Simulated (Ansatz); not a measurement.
Total density of states per atom from PBE in the plane-wave PAW code Ansatz, in 0.25 eV bins, energy from the valence-band maximum:

```json
[
 {"E (eV)": "-7.85", "states/eV/atom": "0.00"},
 {"E (eV)": "-7.60", "states/eV/atom": "0.00"},
 {"E (eV)": "-7.35", "states/eV/atom": "0.00"},
 {"E (eV)": "-7.10", "states/eV/atom": "0.00"},
 {"E (eV)": "-6.85", "states/eV/atom": "0.00"},
 {"E (eV)": "-6.60", "states/eV/atom": "0.00"},
 {"E (eV)": "-6.35", "states/eV/atom": "1.20"},
 {"E (eV)": "-6.10", "states/eV/atom": "8.55"},
 {"E (eV)": "-5.85", "states/eV/atom": "7.47"},
 {"E (eV)": "-5.60", "states/eV/atom": "2.63"},
 {"E (eV)": "-5.35", "states/eV/atom": "0.14"},
 {"E (eV)": "-5.10", "states/eV/atom": "0.01"},
 {"E (eV)": "-4.85", "states/eV/atom": "0.21"},
 {"E (eV)": "-4.60", "states/eV/atom": "1.05"},
 {"E (eV)": "-4.35", "states/eV/atom": "0.59"},
 {"E (eV)": "-4.10", "states/eV/atom": "0.53"},
 {"E (eV)": "-3.85", "states/eV/atom": "0.40"},
 {"E (eV)": "-3.60", "states/eV/atom": "0.31"},
 {"E (eV)": "-3.35", "states/eV/atom": "0.33"},
 {"E (eV)": "-3.10", "states/eV/atom": "0.46"},
 {"E (eV)": "-2.85", "states/eV/atom": "0.46"},
 {"E (eV)": "-2.60", "states/eV/atom": "0.57"},
 {"E (eV)": "-2.35", "states/eV/atom": "0.69"},
 {"E (eV)": "-2.10", "states/eV/atom": "0.75"},
 {"E (eV)": "-1.85", "states/eV/atom": "0.80"},
 {"E (eV)": "-1.60", "states/eV/atom": "1.00"},
 {"E (eV)": "-1.35", "states/eV/atom": "1.26"},
 {"E (eV)": "-1.10", "states/eV/atom": "1.01"},
 {"E (eV)": "-0.85", "states/eV/atom": "0.73"},
 {"E (eV)": "-0.60", "states/eV/atom": "0.46"},
 {"E (eV)": "-0.35", "states/eV/atom": "0.29"},
 {"E (eV)": "-0.10", "states/eV/atom": "0.10"},
 {"E (eV)": "0.15", "states/eV/atom": "0.00"},
 {"E (eV)": "0.40", "states/eV/atom": "0.00"},
 {"E (eV)": "0.65", "states/eV/atom": "0.00"},
 {"E (eV)": "0.90", "states/eV/atom": "0.00"},
 {"E (eV)": "1.15", "states/eV/atom": "0.00"},
 {"E (eV)": "1.40", "states/eV/atom": "0.00"},
 {"E (eV)": "1.65", "states/eV/atom": "0.00"},
 {"E (eV)": "1.90", "states/eV/atom": "0.00"},
 {"E (eV)": "2.15", "states/eV/atom": "0.00"},
 {"E (eV)": "2.40", "states/eV/atom": "0.01"},
 {"E (eV)": "2.65", "states/eV/atom": "0.01"},
 {"E (eV)": "2.90", "states/eV/atom": "0.02"},
 {"E (eV)": "3.15", "states/eV/atom": "0.04"},
 {"E (eV)": "3.40", "states/eV/atom": "0.15"},
 {"E (eV)": "3.65", "states/eV/atom": "0.41"},
 {"E (eV)": "3.90", "states/eV/atom": "0.69"},
 {"E (eV)": "4.15", "states/eV/atom": "0.85"},
 {"E (eV)": "4.40", "states/eV/atom": "0.77"},
 {"E (eV)": "4.65", "states/eV/atom": "0.59"},
 {"E (eV)": "4.90", "states/eV/atom": "0.32"},
 {"E (eV)": "5.15", "states/eV/atom": "0.18"},
 {"E (eV)": "5.40", "states/eV/atom": "0.46"},
 {"E (eV)": "5.65", "states/eV/atom": "1.20"},
 {"E (eV)": "5.90", "states/eV/atom": "0.73"},
 {"E (eV)": "6.15", "states/eV/atom": "0.69"},
 {"E (eV)": "6.40", "states/eV/atom": "0.47"},
 {"E (eV)": "6.65", "states/eV/atom": "0.40"},
 {"E (eV)": "6.90", "states/eV/atom": "0.83"}
]
```

Q: Which of these materials gives this?
(A) ZnS, wurtzite
(B) MgS, P4_2/mnm (Mg on 4g, S on 4f)
(C) ZnIn2O4, I-4 (In on 2b, In on 2d, Zn on 2a, O on 8g)
(D) Zn3GaNO3, P3m1 (Pearson symbol hP8)

A: A, ZnS, wurtzite. Top 1 eV of the valence band: S 3p 90 %, Zn 3d 7 %. Bottom 1 eV of the conduction band: Zn 4s 57 %, S 3s 27 %, S 3p 15 %. Projections are on Löwdin-orthogonalised atomic valence shells; empty p or d shells of many metals are not among them.

Space group P6_3mc (wurtzite). The PBE relaxation kept the symmetry of its start.

Potentials: the earlier of the program's two PAW sets.
